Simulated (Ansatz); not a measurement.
Relaxing YN₂, relaxed from a CdI2-type start to space group P6/mmm (read at 0.02 Å)

Computed with Ansatz (plane waves, PAW, 420 eV cutoff): PBEsol, scalar-relativistic, no spin polarisation, Γ-centred 10×10×10 mesh, 0.05 eV Gaussian smearing. The datasets are Ansatz's generated set soft_2.

This is a trial structure made by placing the elements on a prototype's sites, so it needn't be the stable form.

The start:

```
Y N
1.0
     3.48385    0.00000    0.00000
    -1.74193    3.01710    0.00000
     0.00000    0.00000    5.62017
Y N
1 2
Direct
  0.00000 0.00000 0.00000
  0.33333 0.66667 0.25200
  0.66667 0.33333 0.74800
```

The steps in volume:

```csv
run,level,k-mesh,kind,V (Å³/atom),P (GPa),E − E(final) (meV/atom),gap on the mesh (eV)
1,PBEsol,10×10×6,cell and atoms relaxed,10.95,0.0,1.2,metal
2,PBEsol,10×10×10,cell and atoms relaxed,10.95,0.0,0.0,metal
```

At this volume the pressure is 0.00 GPa.

The final structure (symmetry read at 0.01 Å). Symmetry: P6/mmm, No. 191, hexagonal system. Conventional cell: a = 3.451 Å, b = 3.451 Å, c = 3.185 Å, α = 90.00°, β = 90.00°, γ = 120.00°. Around Y (site symmetry 6/mmm) lie 12 N at 2.55 Å. N (site symmetry -6m2) is surrounded by 3 N at 1.99 Å. (Neighbours are counted to 15 % beyond the shortest distance.)

- At the final geometry the gap, band path included, is zero (metallic).
- The equation of state gives B0 = 179 GPa and B0′ = 4.1.
- The runs in the table took roughly 3 core-minutes.

**Why it comes out so.**

The calculation's cell holds 21 valence electrons, an odd number. Without magnetic order each band takes two, so one stays part-filled and the crystal must be a metal. (Only strong correlation, outside this picture, could make a Mott insulator of it.) A formal count (Y³⁺, N³⁻) falls 3 electrons a formula unit short of closing the anions' shells, so the anion bands keep holes, which fits the metal found.

Spin polarisation wasn't tried. A displaced or strained copy of the relaxed cell lay 23.1 meV/atom lower, so the structure isn't a true minimum at this level.
